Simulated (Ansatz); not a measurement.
Raman lines of transverse zone-centre modes from r²SCAN (plane waves, PAW; program Ansatz):

```csv
ω (cm⁻¹),relative intensity
34,1.9
160,100
165,54
168,70
```

Pick the material that matches.
(A) BaTiO3, cubic perovskite
(B) CdSe, wurtzite
(C) AlNi, CsCl type
(D) CuI, zinc blende

B, CdSe, wurtzite

Space group P6_3mc (wurtzite). Symmetry was held in the r²SCAN relaxation; of distortions, only those at the zone centre were tested.

Potentials: the later of the program's two PAW sets.
